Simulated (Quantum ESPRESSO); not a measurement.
# W3MoSe5S3: one run as intended and one with a planted mistake

A calculation, not a measurement. The program is pw.x of Quantum ESPRESSO 7.5 (plane-wave density functional theory). The cell is made up: 12 atoms on a layered 2H lattice, with randomly drawn elements, strain and displacements, not relaxed. PseudoDojo standard norm-conserving files (v0.5 for PBE, v0.4.1 for LDA and PBEsol) set the functional; there is no spin polarisation, spin-orbit coupling or dispersion term, and the masses in the input are unused placeholders.

Intended input:

```
&control calculation='scf', pseudo_dir='./dojo.nc.sr.pbe.v0_5.standard.upf', outdir='./o', disk_io='low', tprnfor=.true., tstress=.true. /
&system ibrav=0, nat=12, ntyp=4, nbnd=83, ecutwfc=85.99341389, nosym=.true., tot_charge=0,
 occupations='smearing', smearing='fd', degauss=0.0018374661
/
&electrons conv_thr=7.350e-09, electron_maxstep=60, /
ATOMIC_SPECIES
Mo 1.0 Mo.upf
S 1.0 S.upf
Se 1.0 Se.upf
W 1.0 W.upf
CELL_PARAMETERS angstrom
3.3029 0.0 0.0
0.0 5.7208 0.0
0.0 0.0 13.1788
ATOMIC_POSITIONS angstrom
W -0.0009 1.9392 3.3393
Mo 1.6847 0.9775 9.895
W 1.6362 4.7813 3.2771
W 0.017 3.7448 9.8987
Se -0.0275 1.8966 8.2572
S 0.0136 1.9523 11.534
Se 1.6421 0.9649 1.5947
S 1.6051 0.8822 5.0128
Se 1.7279 4.7745 8.2549
S 1.651 4.81 11.5448
Se -0.0455 3.8251 1.6278
Se -0.0548 3.8263 4.9635
K_POINTS automatic
7 4 2 1 1 1
```

The log is shortened where brackets say so; the opening notice, blank lines, dates and the lines on written files are dropped, and the path of the files is cut. It prints rydbergs, bohrs and kilobars, and counts compression as positive stress. Where no state is partly filled, the Fermi energy that it prints is only some level between the filled and the empty states on the mesh, and need not lie in the true gap.

Log of the intended run:

```
     Program PWSCF v.7.5
     Parallel version (MPI & OpenMP), running on       4 processor cores
     Number of MPI processes:                 4
     Threads/MPI process:                     1
     [start-up lines left out]
     bravais-lattice index     =            0
     lattice parameter (alat)  =       6.2416  a.u.
     unit-cell volume          =    1680.4464 (a.u.)^3
     number of atoms/cell      =           12
     number of atomic types    =            4
     number of electrons       =       154.00
     number of Kohn-Sham states=           83
     kinetic-energy cutoff     =      85.9934  Ry
     charge density cutoff     =     343.9737  Ry
     scf convergence threshold =      7.3E-09
     mixing beta               =       0.7000
     number of iterations used =            8  plain     mixing
     Exchange-correlation= PBE
                           (   1   4   3   4   0   0   0)
     [axes and pseudopotential details left out]
   Cartesian axes
     site n.     atom                  positions (alat units)
         1        W      tau(   1) = (  -0.0002725   0.5871204   1.0110206  )
         2        Mo     tau(   2) = (   0.5100669   0.2959520   2.9958521  )
         3        W      tau(   3) = (   0.4953828   1.4476066   0.9921887  )
         4        W      tau(   4) = (   0.0051470   1.1337915   2.9969724  )
         5        Se     tau(   5) = (  -0.0083260   0.5742227   2.4999849  )
         6        S      tau(   6) = (   0.0041176   0.5910866   3.4920827  )
         7        Se     tau(   7) = (   0.4971692   0.2921372   0.4828181  )
         8        S      tau(   8) = (   0.4859669   0.2670986   1.5176966  )
         9        Se     tau(   9) = (   0.5231463   1.4455479   2.4992885  )
        10        S      tau(  10) = (   0.4998638   1.4562960   3.4953526  )
        11        Se     tau(  11) = (  -0.0137758   1.1581035   0.4928396  )
        12        Se     tau(  12) = (  -0.0165915   1.1584668   1.5027703  )
     number of k points=    28  Fermi-Dirac smearing, width (Ry)=  0.0018
                       cart. coord. in units 2pi/alat
        k(    1) = (   0.0714286   0.0721687   0.0626556), wk =   0.0714286
        k(    2) = (   0.0714286   0.0721687  -0.0626556), wk =   0.0714286
     [further k points left out]
     Dense  grid:   181073 G-vectors     FFT dimensions: (  40,  64, 150)
     Estimated max dynamical RAM per process >     567.11 MB
     Estimated total dynamical RAM >       2.09 GB
     Initial potential from superposition of free atoms
     starting charge     153.9966, renormalised to     154.0000
     Starting wfcs are   97 randomized atomic wfcs
     total cpu time spent up to now is        9.3 secs
     per-process dynamical memory:   407.7 Mb
     Self-consistent Calculation
     iteration #  1     ecut=    85.99 Ry     beta= 0.70
     Davidson diagonalization with overlap
     ethr =  1.00E-02,  avg # of iterations =  2.0
     Threshold (ethr) on eigenvalues was too large:
     Diagonalizing with lowered threshold
     Davidson diagonalization with overlap
     ethr =  5.23E-04,  avg # of iterations =  2.1
     total cpu time spent up to now is       48.3 secs
     total energy              =   -1874.12932707 Ry
     estimated scf accuracy    <       0.83253164 Ry
     iteration #  2     ecut=    85.99 Ry     beta= 0.70
     Davidson diagonalization with overlap
     ethr =  5.41E-04,  avg # of iterations =  9.3
     total cpu time spent up to now is       79.9 secs
     total energy              =   -1872.51067287 Ry
     estimated scf accuracy    <      22.11898171 Ry
     [iterations 3 to 19 left out]
     iteration # 20     ecut=    85.99 Ry     beta= 0.70
     Davidson diagonalization with overlap
     ethr =  2.64E-11,  avg # of iterations =  2.8
     total cpu time spent up to now is      491.0 secs
     total energy              =   -1874.59248535 Ry
     estimated scf accuracy    <          8.0E-09 Ry
     iteration # 21     ecut=    85.99 Ry     beta= 0.70
     Davidson diagonalization with overlap
     ethr =  5.18E-12,  avg # of iterations =  5.4
     total cpu time spent up to now is      512.2 secs
     End of self-consistent calculation
     [lines on levels left out]
     the Fermi energy is    11.8613 ev
!    total energy              =   -1874.59248535 Ry
     estimated scf accuracy    <          2.7E-09 Ry
     smearing contrib. (-TS)   =      -0.00000000 Ry
     internal energy E=F+TS    =   -1874.59248535 Ry
     The total energy is F=E-TS. E is the sum of the following terms:
     one-electron contribution =   -1101.33915407 Ry
     hartree contribution      =     597.29675659 Ry
     xc contribution           =    -380.86747437 Ry
     ewald contribution        =    -989.68261350 Ry
     convergence has been achieved in  21 iterations
     Forces acting on atoms (cartesian axes, Ry/au):
     atom    1 type  4   force =    -0.01537810   -0.06708108    0.02052143
     atom    2 type  1   force =    -0.02610758   -0.00763497    0.09111074
     atom    3 type  4   force =    -0.02286454    0.02708378    0.04178427
     atom    4 type  4   force =     0.01429032    0.06085306    0.08841508
     atom    5 type  3   force =     0.02375605   -0.00520391   -0.03832633
     atom    6 type  2   force =     0.00322235   -0.01645719   -0.05570516
     atom    7 type  3   force =     0.00216044    0.01469149    0.02665581
     atom    8 type  2   force =     0.00997844    0.02763417   -0.09087260
     atom    9 type  3   force =    -0.02126391   -0.01007632   -0.00916709
     atom   10 type  2   force =     0.00545146   -0.02139751   -0.07528738
     atom   11 type  3   force =     0.01281081   -0.00816808   -0.01041691
     atom   12 type  3   force =     0.01394426    0.00575658    0.01128815
     Total force =     0.227837     Total SCF correction =     0.000371
     Computing stress (Cartesian axis) and pressure
          total   stress  (Ry/bohr**3)                   (kbar)     P=      -32.81
  -0.00023785  -0.00001213   0.00002636          -34.99       -1.78        3.88
  -0.00001213  -0.00018601   0.00000621           -1.78      -27.36        0.91
   0.00002636   0.00000621  -0.00024526            3.88        0.91      -36.08
     init_run     :      8.55s CPU      8.87s WALL (       1 calls)
     electrons    :    495.18s CPU    502.94s WALL (       1 calls)
     forces       :      4.03s CPU      4.08s WALL (       1 calls)
     stress       :     13.63s CPU     13.91s WALL (       1 calls)
     [timing details left out]
     PWSCF        :   8m41.90s CPU   8m50.43s WALL
     JOB DONE.
```

A second run has one planted mistake: the cell and the positions are scaled by a wrong factor. The input lines that differ, file-writing options aside:

```
- 3.3029 0.0 0.0
+ 3.2471 0.0 0.0
- 0.0 5.7208 0.0
+ 0.0 5.6241 0.0
- 0.0 0.0 13.1788
+ 0.0 0.0 12.9561
- W -0.0009 1.9392 3.3393
+ W -0.0009 1.9064 3.2829
- Mo 1.6847 0.9775 9.895
+ Mo 1.6562 0.961 9.7278
- W 1.6362 4.7813 3.2771
+ W 1.6085 4.7005 3.2217
- W 0.017 3.7448 9.8987
+ W 0.0167 3.6815 9.7314
- Se -0.0275 1.8966 8.2572
+ Se -0.027 1.8645 8.1177
- S 0.0136 1.9523 11.534
+ S 0.0134 1.9193 11.3391
- Se 1.6421 0.9649 1.5947
+ Se 1.6143 0.9486 1.5677
- S 1.6051 0.8822 5.0128
+ S 1.578 0.8673 4.9281
- Se 1.7279 4.7745 8.2549
+ Se 1.6987 4.6938 8.1154
- S 1.651 4.81 11.5448
+ S 1.6231 4.7287 11.3497
- Se -0.0455 3.8251 1.6278
+ Se -0.0447 3.7605 1.6003
- Se -0.0548 3.8263 4.9635
+ Se -0.0539 3.7616 4.8796
```

Its log:

```
     Program PWSCF v.7.5
     Parallel version (MPI & OpenMP), running on       4 processor cores
     Number of MPI processes:                 4
     Threads/MPI process:                     1
     [start-up lines left out]
     bravais-lattice index     =            0
     lattice parameter (alat)  =       6.1361  a.u.
     unit-cell volume          =    1596.6863 (a.u.)^3
     number of atoms/cell      =           12
     number of atomic types    =            4
     number of electrons       =       154.00
     number of Kohn-Sham states=           83
     kinetic-energy cutoff     =      85.9934  Ry
     charge density cutoff     =     343.9737  Ry
     scf convergence threshold =      7.3E-09
     mixing beta               =       0.7000
     number of iterations used =            8  plain     mixing
     Exchange-correlation= PBE
                           (   1   4   3   4   0   0   0)
     [axes and pseudopotential details left out]
   Cartesian axes
     site n.     atom                  positions (alat units)
         1        W      tau(   1) = (  -0.0002772   0.5871085   1.0110252  )
         2        Mo     tau(   2) = (   0.5100551   0.2959564   2.9958424  )
         3        W      tau(   3) = (   0.4953651   1.4475994   0.9921776  )
         4        W      tau(   4) = (   0.0051431   1.1337809   2.9969511  )
         5        Se     tau(   5) = (  -0.0083151   0.5742047   2.4999846  )
         6        S      tau(   6) = (   0.0041268   0.5910813   3.4920698  )
         7        Se     tau(   7) = (   0.4971513   0.2921376   0.4828000  )
         8        S      tau(   8) = (   0.4859721   0.2670999   1.5176927  )
         9        Se     tau(   9) = (   0.5231437   1.4455360   2.4992763  )
        10        S      tau(  10) = (   0.4998614   1.4562841   3.4953343  )
        11        Se     tau(  11) = (  -0.0137661   1.1581103   0.4928398  )
        12        Se     tau(  12) = (  -0.0165994   1.1584491   1.5027563  )
     number of k points=    28  Fermi-Dirac smearing, width (Ry)=  0.0018
                       cart. coord. in units 2pi/alat
        k(    1) = (   0.0714286   0.0721693   0.0626558), wk =   0.0714286
        k(    2) = (   0.0714286   0.0721693  -0.0626558), wk =   0.0714286
     [further k points left out]
     Dense  grid:   171839 G-vectors     FFT dimensions: (  40,  64, 150)
     Estimated max dynamical RAM per process >     540.84 MB
     Estimated total dynamical RAM >       1.99 GB
     Initial potential from superposition of free atoms
     starting charge     153.9966, renormalised to     154.0000
     Starting wfcs are   97 randomized atomic wfcs
     total cpu time spent up to now is        8.5 secs
     per-process dynamical memory:   389.9 Mb
     Self-consistent Calculation
     iteration #  1     ecut=    85.99 Ry     beta= 0.70
     Davidson diagonalization with overlap
     ethr =  1.00E-02,  avg # of iterations =  2.0
     Threshold (ethr) on eigenvalues was too large:
     Diagonalizing with lowered threshold
     Davidson diagonalization with overlap
     ethr =  4.53E-04,  avg # of iterations =  2.4
     total cpu time spent up to now is       45.5 secs
     total energy              =   -1874.20106828 Ry
     estimated scf accuracy    <       0.74022453 Ry
     iteration #  2     ecut=    85.99 Ry     beta= 0.70
     Davidson diagonalization with overlap
     ethr =  4.81E-04,  avg # of iterations =  9.2
     total cpu time spent up to now is       75.1 secs
     total energy              =   -1872.63250754 Ry
     estimated scf accuracy    <      20.16136424 Ry
     [iterations 3 to 20 left out]
     iteration # 21     ecut=    85.99 Ry     beta= 0.70
     Davidson diagonalization with overlap
     ethr =  4.74E-11,  avg # of iterations =  1.9
     total cpu time spent up to now is      470.0 secs
     total energy              =   -1874.59265538 Ry
     estimated scf accuracy    <       0.00000003 Ry
     iteration # 22     ecut=    85.99 Ry     beta= 0.70
     Davidson diagonalization with overlap
     ethr =  1.76E-11,  avg # of iterations =  4.6
     total cpu time spent up to now is      489.2 secs
     End of self-consistent calculation
     [lines on levels left out]
     the Fermi energy is    12.6012 ev
!    total energy              =   -1874.59265538 Ry
     estimated scf accuracy    <          1.3E-09 Ry
     smearing contrib. (-TS)   =      -0.00000000 Ry
     internal energy E=F+TS    =   -1874.59265538 Ry
     The total energy is F=E-TS. E is the sum of the following terms:
     one-electron contribution =   -1075.85881248 Ry
     hartree contribution      =     589.34036783 Ry
     xc contribution           =    -381.37882029 Ry
     ewald contribution        =   -1006.69539044 Ry
     convergence has been achieved in  22 iterations
     Forces acting on atoms (cartesian axes, Ry/au):
     atom    1 type  4   force =    -0.01724968   -0.07765166    0.02473718
     atom    2 type  1   force =    -0.03031271   -0.01068771    0.10437113
     atom    3 type  4   force =    -0.02623536    0.03179759    0.04708365
     atom    4 type  4   force =     0.01698060    0.07209823    0.10065817
     atom    5 type  3   force =     0.02699668   -0.00831514   -0.07785669
     atom    6 type  2   force =     0.00384599   -0.02160737   -0.02918491
     atom    7 type  3   force =     0.00253628    0.01729656   -0.00454958
     atom    8 type  2   force =     0.01153997    0.03036322   -0.06966491
     atom    9 type  3   force =    -0.02445017   -0.00917839   -0.04330576
     atom   10 type  2   force =     0.00610368   -0.02218407   -0.05330118
     atom   11 type  3   force =     0.01447042   -0.00984369   -0.04709601
     atom   12 type  3   force =     0.01577429    0.00791242    0.04810890
     Total force =     0.252797     Total SCF correction =     0.000190
     Computing stress (Cartesian axis) and pressure
          total   stress  (Ry/bohr**3)                   (kbar)     P=       35.16
   0.00018612  -0.00001726   0.00003170           27.38       -2.54        4.66
  -0.00001726   0.00026914   0.00000657           -2.54       39.59        0.97
   0.00003170   0.00000657   0.00026172            4.66        0.97       38.50
     init_run     :      8.12s CPU      8.44s WALL (       1 calls)
     electrons    :    473.36s CPU    480.71s WALL (       1 calls)
     forces       :      3.82s CPU      3.87s WALL (       1 calls)
     stress       :     12.79s CPU     13.02s WALL (       1 calls)
     [timing details left out]
     PWSCF        :   8m18.27s CPU   8m26.34s WALL
     JOB DONE.
```

```
                                            intended run  run with the mistake
                          free energy (eV)    -25505.130            -25505.132
                    smearing term -TS (eV)        0.0000                0.0000
                            pressure (GPa)         -3.28                  3.52
            largest force component (eV/Å)         2.343                 2.683
largest change of a force component (eV/Å)                               1.016
                                iterations            21                    22
```

For scale, a rerun of the intended cell at a cutoff of 1467 eV and k mesh 9 x 6 x 4 moved values by no more than 0.004 eV in energy, 0.02 GPa in stress and 0.003 eV/Å in force.